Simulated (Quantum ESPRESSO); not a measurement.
Si2Ge5, input and log of a self-consistent run

Simulated, not a measurement. The program is pw.x of Quantum ESPRESSO 7.5 (plane-wave density functional theory). The cell is made up: 7 atoms on a zincblende/diamond lattice with one site empty, with randomly drawn elements, strain and displacements, not relaxed. PseudoDojo standard norm-conserving files (v0.5 for PBE, v0.4.1 for LDA and PBEsol) set the functional; there is no spin polarisation, spin-orbit coupling or dispersion term, and the masses in the input are unused placeholders. A spin-polarised start on this cell or one of its family kept no moment.

Input:

```
&control calculation='scf', pseudo_dir='./dojo.nc.sr.pbe.v0_5.standard.upf', outdir='./o', disk_io='medium', tprnfor=.true., tstress=.true. /
&system ibrav=0, nat=7, ntyp=2, nbnd=49, ecutwfc=77.98206166, nosym=.true., tot_charge=0,
 occupations='smearing', smearing='fd', degauss=0.0073498644
/
&electrons conv_thr=7.350e-09, electron_maxstep=60, /
ATOMIC_SPECIES
Ge 1.0 Ge.upf
Si 1.0 Si.upf
CELL_PARAMETERS angstrom
5.5217 0.0644 -0.0286
0.0644 5.6166 -0.0704
-0.0286 -0.0704 5.6403
ATOMIC_POSITIONS angstrom
Si -0.0079 -0.0303 0.0443
Si 2.7452 0.0406 2.7982
Ge 2.7989 2.8009 -0.0293
Ge 1.3745 1.4034 1.4082
Ge 1.4164 4.1624 4.1914
Ge 4.1064 1.3617 4.171
Ge 4.1376 4.253 1.2974
K_POINTS automatic
6 6 6 1 1 1
```

The log is shortened where brackets say so; the opening notice, blank lines, dates and the lines on written files are dropped, and the path of the files is cut. It prints rydbergs, bohrs and kilobars, and counts compression as positive stress.

```
     Program PWSCF v.7.5
     Parallel version (MPI & OpenMP), running on       1 processor cores
     Number of MPI processes:                 1
     Threads/MPI process:                     1
     [start-up lines left out]
     bravais-lattice index     =            0
     lattice parameter (alat)  =      10.4354  a.u.
     unit-cell volume          =    1180.0714 (a.u.)^3
     number of atoms/cell      =            7
     number of atomic types    =            2
     number of electrons       =        78.00
     number of Kohn-Sham states=           49
     kinetic-energy cutoff     =      77.9821  Ry
     charge density cutoff     =     311.9282  Ry
     scf convergence threshold =      7.3E-09
     mixing beta               =       0.7000
     number of iterations used =            8  plain     mixing
     Exchange-correlation= PBE
                           (   1   4   3   4   0   0   0)
     [axes and pseudopotential details left out]
   Cartesian axes
     site n.     atom                  positions (alat units)
         1        Si     tau(   1) = (  -0.0014306  -0.0054870   0.0080222  )
         2        Si     tau(   2) = (   0.4971252   0.0073522   0.5067230  )
         3        Ge     tau(   3) = (   0.5068497   0.5072119  -0.0053059  )
         4        Ge     tau(   4) = (   0.2489067   0.2541402   0.2550094  )
         5        Ge     tau(   5) = (   0.2564943   0.7537644   0.7590160  )
         6        Ge     tau(   6) = (   0.7436235   0.2465888   0.7553218  )
         7        Ge     tau(   7) = (   0.7492734   0.7701711   0.2349447  )
     number of k points=   108  Fermi-Dirac smearing, width (Ry)=  0.0073
     Number of k-points >= 100: set verbosity='high' to print them.
     Dense  grid:   109793 G-vectors     FFT dimensions: (  60,  60,  60)
     Estimated max dynamical RAM per process >     144.89 MB
     Initial potential from superposition of free atoms
     starting charge      77.9947, renormalised to      78.0000
     Starting wfcs are   53 randomized atomic wfcs
     total cpu time spent up to now is       31.0 secs
     per-process dynamical memory:    90.5 Mb
     Self-consistent Calculation
     iteration #  1     ecut=    77.98 Ry     beta= 0.70
     Davidson diagonalization with overlap
     ethr =  1.00E-02,  avg # of iterations =  3.0
     Threshold (ethr) on eigenvalues was too large:
     Diagonalizing with lowered threshold
     Davidson diagonalization with overlap
     ethr =  1.42E-04,  avg # of iterations =  7.0
     total cpu time spent up to now is      206.2 secs
     total energy              =    -909.94155959 Ry
     estimated scf accuracy    <       0.12799013 Ry
     iteration #  2     ecut=    77.98 Ry     beta= 0.70
     Davidson diagonalization with overlap
     ethr =  1.64E-04,  avg # of iterations =  2.0
     total cpu time spent up to now is      273.2 secs
     total energy              =    -909.94924170 Ry
     estimated scf accuracy    <       0.03749061 Ry
     iteration #  3     ecut=    77.98 Ry     beta= 0.70
     Davidson diagonalization with overlap
     ethr =  4.81E-05,  avg # of iterations =  2.0
     total cpu time spent up to now is      353.0 secs
     total energy              =    -909.95896000 Ry
     estimated scf accuracy    <       0.01123002 Ry
     iteration #  4     ecut=    77.98 Ry     beta= 0.70
     Davidson diagonalization with overlap
     ethr =  1.44E-05,  avg # of iterations =  2.3
     total cpu time spent up to now is      415.9 secs
     total energy              =    -909.96098516 Ry
     estimated scf accuracy    <       0.00157522 Ry
     iteration #  5     ecut=    77.98 Ry     beta= 0.70
     Davidson diagonalization with overlap
     ethr =  2.02E-06,  avg # of iterations =  6.6
     total cpu time spent up to now is      502.0 secs
     total energy              =    -909.96135937 Ry
     estimated scf accuracy    <       0.00015265 Ry
     iteration #  6     ecut=    77.98 Ry     beta= 0.70
     Davidson diagonalization with overlap
     ethr =  1.96E-07,  avg # of iterations =  2.2
     total cpu time spent up to now is      586.4 secs
     total energy              =    -909.96139044 Ry
     estimated scf accuracy    <       0.00002248 Ry
     iteration #  7     ecut=    77.98 Ry     beta= 0.70
     Davidson diagonalization with overlap
     ethr =  2.88E-08,  avg # of iterations =  2.6
     total cpu time spent up to now is      656.7 secs
     total energy              =    -909.96139627 Ry
     estimated scf accuracy    <       0.00000396 Ry
     iteration #  8     ecut=    77.98 Ry     beta= 0.70
     Davidson diagonalization with overlap
     ethr =  5.08E-09,  avg # of iterations =  2.0
     total cpu time spent up to now is      727.8 secs
     total energy              =    -909.96139711 Ry
     estimated scf accuracy    <       0.00000010 Ry
     iteration #  9     ecut=    77.98 Ry     beta= 0.70
     Davidson diagonalization with overlap
     ethr =  1.29E-10,  avg # of iterations =  4.1
     total cpu time spent up to now is      827.4 secs
     total energy              =    -909.96139714 Ry
     estimated scf accuracy    <       0.00000005 Ry
     iteration # 10     ecut=    77.98 Ry     beta= 0.70
     Davidson diagonalization with overlap
     ethr =  5.94E-11,  avg # of iterations =  2.0
     total cpu time spent up to now is      892.9 secs
     total energy              =    -909.96139716 Ry
     estimated scf accuracy    <          8.4E-09 Ry
     iteration # 11     ecut=    77.98 Ry     beta= 0.70
     Davidson diagonalization with overlap
     ethr =  1.08E-11,  avg # of iterations =  2.0
     total cpu time spent up to now is      954.3 secs
     End of self-consistent calculation
     Number of k-points >= 100: set verbosity='high' to print the bands.
     the Fermi energy is     7.1560 ev
!    total energy              =    -909.96139716 Ry
     estimated scf accuracy    <          6.7E-10 Ry
     smearing contrib. (-TS)   =      -0.00549555 Ry
     internal energy E=F+TS    =    -909.95590161 Ry
     The total energy is F=E-TS. E is the sum of the following terms:
     one-electron contribution =    -540.13842313 Ry
     hartree contribution      =     315.34513260 Ry
     xc contribution           =    -224.09322592 Ry
     ewald contribution        =    -461.06938516 Ry
     convergence has been achieved in  11 iterations
     Forces acting on atoms (cartesian axes, Ry/au):
     atom    1 type  2   force =    -0.00970537    0.00657726   -0.01212426
     atom    2 type  2   force =    -0.01665395   -0.02997372    0.00808244
     atom    3 type  1   force =    -0.01579894   -0.00728092   -0.00330343
     atom    4 type  1   force =    -0.02281936    0.00991753    0.01020399
     atom    5 type  1   force =    -0.00794601    0.01135246   -0.02785571
     atom    6 type  1   force =     0.04387969   -0.00251114    0.00222895
     atom    7 type  1   force =     0.02904393    0.01191853    0.02276802
     Total force =     0.083492     Total SCF correction =     0.000178
     Computing stress (Cartesian axis) and pressure
          total   stress  (Ry/bohr**3)                   (kbar)     P=        4.06
   0.00006368  -0.00004488   0.00005924            9.37       -6.60        8.71
  -0.00004488   0.00002443   0.00010999           -6.60        3.59       16.18
   0.00005924   0.00010999  -0.00000537            8.71       16.18       -0.79
     init_run     :     25.98s CPU     30.88s WALL (       1 calls)
     electrons    :    870.02s CPU    923.29s WALL (       1 calls)
     forces       :     11.65s CPU     11.75s WALL (       1 calls)
     stress       :     47.81s CPU     48.50s WALL (       1 calls)
     [timing details left out]
     PWSCF        :  15m55.85s CPU  16m56.16s WALL
     JOB DONE.
```

In other units: free energy -12380.656 eV for the cell, pressure 0.41 GPa, largest force component 1.128 eV/Å. A rerun of this cell at 1347 eV and a 8 x 8 x 8 mesh moved values by no more than 0.006 eV in energy, 0.02 GPa in stress and 0.004 eV/Å in force.